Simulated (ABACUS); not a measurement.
Worked example: self-consistent single point of GeRh (Pnma, 8 atoms in the cell; from Materials Project mp-22239, changed as shown) in ABACUS.

All values come from this method and carry its errors: PBEsol, PseudoDojo 0.4 standard norm-conserving PBEsol (tails mended) pseudopotentials (plane waves; ABACUS).

The change in words: lattice vector b scaled by 0.98. Reference geometry (Pnma):
```
GeRh
1.0
    5.78332     0.00000     0.00000
    0.00000     3.35814     0.00000
    0.00000     0.00000     6.58342
Ge Rh
4 4
Direct
  0.80826   0.75000   0.43643
  0.19174   0.25000   0.56357
  0.69174   0.25000   0.93643
  0.30826   0.75000   0.06357
  0.99544   0.75000   0.79662
  0.00456   0.25000   0.20338
  0.50456   0.25000   0.29662
  0.49544   0.75000   0.70338
```

Reference input (self-consistent single point, DFT, PBEsol, plane waves, PseudoDojo 0.4 standard norm-conserving PBEsol (tails mended) pseudopotentials): KPT = Gamma 3 4 2 0 0 0; basis_type = pw; dft_functional = PBESOL; ecutwfc = 88 Ry; smearing_method = fd; smearing_sigma = 0.00734986 Ry; potentials = PseudoDojo 0.4 standard norm-conserving PBEsol (tails mended); symmetry = 1; ks_solver = dav; scf_nmax = 100; scf_thr = 1.0e-09 Ry; mixing_type = pulay. This run's input differs from it in these lines:

```diff
@@ -27,3 +27,3 @@
    5.7833180000    0.0000000000    0.0000000000
-   0.0000000000    3.3581410000    0.0000000000
+   0.0000000000    3.2909780000    0.0000000000
    0.0000000000    0.0000000000    6.5834210000
@@ -36,6 +36,6 @@
 4
-   8.8333822968    4.7594750834    5.4295656877
-   2.0955048148    1.5864916945    7.0112969654
-   7.5599483706    1.5864916945   11.6499970143
-   3.3689387410    4.7594750834    0.7908656389
+   8.8333822968    4.6642853266    5.4295656877
+   2.0955048148    1.5547617755    7.0112969654
+   7.5599483706    1.5547617755   11.6499970143
+   3.3689387410    4.6642853266    0.7908656389
 
@@ -44,6 +44,6 @@
 4
-  10.8790513864    4.7594750834    9.9106400067
-   0.0498357252    1.5864916945    2.5302226464
-   5.5142792810    1.5864916945    3.6902086802
-   5.4146078306    4.7594750834    8.7506539729
+  10.8790513864    4.6642853266    9.9106400067
+   0.0498357252    1.5547617755    2.5302226464
+   5.5142792810    1.5547617755    3.6902086802
+   5.4146078306    4.6642853266    8.7506539729
 # file: KPT
```

The program printed (abridged):

```
 SELF-CONSISTENT
 -------------------------------------------
                                 init_chg = atomic

 PW ALGORITHM --------------- ION=   1  ELEC=   1--------------------------------

 Notice: Threshold on eigenvalues was too large.

 Density error is 0.530044382063
                          Error Threshold = 0.000430588625646
 E_KohnSham     -1651.3966849656     -22468.4045738438
 E_Fermi        1.2812935604         17.4328932325

 PW ALGORITHM --------------- ION=   1  ELEC=   2--------------------------------

 Density error is 2.19383045357
                          Error Threshold = 0.000427455146825
   [... lines left out ...]

 Density error is 4.7559381383e-09
                          Error Threshold = 6.89673171788e-11
 E_KohnSham     -1651.6631782749     -22472.0304013281
 E_Fermi        1.2356101800         16.8113389555

 PW ALGORITHM --------------- ION=   1  ELEC=   9--------------------------------

 Density error is 2.3639521071e-10
                          Error Threshold = 3.8354339825e-12
 E_KohnSham     -1651.6631782760     -22472.0304013429
 E_KS(sigma->0) -1651.6562755700     -22471.9364852101
 E_entropy(-TS) -0.0138054119        -0.1878322656
 E_Fermi        1.2356094075         16.8113284443
 charge density convergence is achieved
 final etot is -22472.030401 eV
 EFERMI = 16.811328444 eV

 STATE ENERGY(eV) AND OCCUPATIONS    NSPIN == 1
   [... 72 lines left out ...]

 TOTAL-FORCE (eV/Angstrom)
                       Ge1        -0.1992025707         0.0000000000        -0.0444058564
                       Ge2         0.1992025707         0.0000000000         0.0444058564
                       Ge3         0.1992025707         0.0000000000        -0.0444058564
                       Ge4        -0.1992025707         0.0000000000         0.0444058564
                       Rh1         0.0404449495         0.0000000000         0.0981203828
                       Rh2        -0.0404449495         0.0000000000        -0.0981203828
                       Rh3        -0.0404449495         0.0000000000         0.0981203828
   [... lines left out ...]

 TOTAL-STRESS (KBAR)
      -102.5404165269        -0.0000000000         0.0000000000
        -0.0000000000       -51.5350894811         0.0000000000
         0.0000000000         0.0000000000      -109.2221163269
 TOTAL-PRESSURE: -87.765874 KBAR

 --------------------------------------------
 !FINAL_ETOT_IS -22472.0304013429122278 eV
 --------------------------------------------
```

The run converged in 9 iterations. Against the reference run the free energy drops by 13.2 meV/atom, the pressure goes from -11.35 to -8.78 GPa and the largest force goes from 0.278 to 0.204 eV/Å.

The structure comes from a collection of computed structures, made at another level of theory; the collection holds predicted forms beside known ones. Its lattice was then scaled. No clean gap shows at this smearing width and mesh (spacing up to 0.48 Å⁻¹); the mesh is coarse for partly filled bands, so the values carry mesh errors.

Cost on one core: very roughly 4 core-minutes.

“Tails mended”: in these copies of the files the far tail of each local potential was reset to the Coulomb form.
